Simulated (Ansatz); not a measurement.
**How far is PAW off for Li?**

```xyz
3
Lattice="1.5505 0.8952 7.7401 -1.5505 0.8952 7.7401 0.0000 -1.7904 7.7401" Properties=species:S:1:pos:R:3 pbc="T T T"
Li    0.0000    0.0000    0.0000
Li    0.0000    0.0000    5.1549
Li    0.0000    0.0000   18.0653
```

Atoms are numbered in the order listed.

The structure is an experimental refinement, used without relaxation. The listed cell was then made from it by scaling, straining or moving an atom.

Methods: DFT, PBEsol, PAW with Ansatz's default frozen-core files, scalar-relativistic (Ansatz 0.2.0); DFT, PBEsol, all-electron PAW with datasets made for the crystal, scalar-relativistic (Ansatz 0.2.0); DFT, PBEsol, all-electron LAPW, scalar-relativistic (Ansatz 0.2.0).

For PAW: a Γ-centred 12×12×12 k mesh, Fermi–Dirac smearing of 0.05 eV, cutoff 420 eV, no spin polarisation; the PAW files were made with PBE, and the program remakes their frozen cores for this functional. The crystal-made all-electron datasets (AE datasets) take a cutoff of 100 eV at this cell. LAPW targets a basis error of 1 meV/atom. The Ansatz runs share mesh, smearing and spin set-up. Plane-wave (PAW) pressures include the program's estimate of the Pulay term.

Stress and pressure are positive in compression.

```tsv
quantity	PAW	AE datasets	LAPW
pressure (GPa)	-0.76	-0.76	-0.76
stress xx (GPa)	-0.53	-0.53	-0.52
stress zz (GPa)	-1.22	-1.22	-1.22
```

PAW's pressure differs from the LAPW value by about 0.01 GPa or less.
